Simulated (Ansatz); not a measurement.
**How much do the gradients of InP2H6NO6 depend on the method?**

Cell: a measured structure from the Crystallography Open Database (COD), its atoms then relaxed with PBE in this cell.

Space group P6_3mc (No. 186); a = 5.4705, c = 13.0895 Å, γ = 120.00°.

| site | Wyckoff | site symmetry | x | y | z |
| --- | --- | --- | --- | --- | --- |
| In | 2b | 3m. | 0.6667 | 0.3333 | 0.3999 |
| H3 | 2b | 3m. | 0.3333 | 0.6667 | 0.6379 |
| H5 | 2a | 3m. | 0.0000 | 0.0000 | 0.4410 |
| H7 | 6c | .m. | 0.4358 | 0.8716 | 0.2248 |
| H13 | 2b | 3m. | 0.3333 | 0.6667 | 0.1195 |
| P15 | 2b | 3m. | 0.3333 | 0.6667 | 0.5305 |
| P17 | 2a | 3m. | 0.0000 | 0.0000 | 0.3335 |
| N | 2b | 3m. | 0.3333 | 0.6667 | 0.1982 |
| O21 | 6c | .m. | 0.8451 | 0.1549 | 0.2963 |
| O27 | 6c | .m. | 0.4896 | 0.9792 | 0.5002 |

One atom of each set is listed.

First run. All values are calculated (Ansatz; DFT, PBE, plane waves and PAW, scalar-relativistic, 420 eV cutoff, Γ-centred 5×5×2 k-points, Fermi–Dirac smearing 0.02 eV), not measured.

```
site  V_zz (10²¹ V/m²)     η
  In             0.063  0.00
  H3              1.67  0.00
  H5              1.63  0.00
  H7              2.99  0.04
 H13              3.11  0.00
 P15             -1.87  0.00
 P17             -2.28  0.00
   N            -0.085  0.00
 O21              8.50  0.53
 O27             10.42  0.29
```

Second run. The same atoms and settings, except that the functional is r2SCAN and the cutoff is 500 eV.

(1) What does the second run give?

## Answers

(1) 

```json
{"site": "In", "V_zz": "-0.14", "η": "0.00", "change of V_zz": "-0.20"}
{"site": "H3", "V_zz": "1.64", "η": "0.00", "change of V_zz": "-0.03"}
{"site": "H5", "V_zz": "1.60", "η": "0.00", "change of V_zz": "-0.03"}
{"site": "H7", "V_zz": "2.92", "η": "0.04", "change of V_zz": "-0.07"}
{"site": "H13", "V_zz": "3.03", "η": "0.00", "change of V_zz": "-0.08"}
{"site": "P15", "V_zz": "-1.76", "η": "0.00", "change of V_zz": "+0.11"}
{"site": "P17", "V_zz": "-2.14", "η": "0.00", "change of V_zz": "+0.14"}
{"site": "N", "V_zz": "-0.089", "η": "0.00", "change of V_zz": "0.00"}
{"site": "O21", "V_zz": "8.55", "η": "0.53", "change of V_zz": "+0.05"}
{"site": "O27", "V_zz": "10.42", "η": "0.30", "change of V_zz": "0.00"}
```

The largest change of V_zz is on In, from 0.063 to -0.14. In per cent, |V_zz| changes by -2 on H, -6 on P, 0 to +1 on O (all sites that start above 0.5). V_zz changes sign on In (same axis).

Without spin–orbit coupling (the program notes it for In) the gradients are little affected as a rule: paired runs on crystals with a gap mostly move them by under 2 % at such atoms. The lattice is static: at room temperature ammonium may turn and average the couplings of its hydrogen. The entry's hydrogen positions were far off; the other atoms hardly move on relaxation.
For the second run: The largest force is 0.6 eV/Å, so the atoms aren't at the calculated equilibrium and relaxing them would move these values.
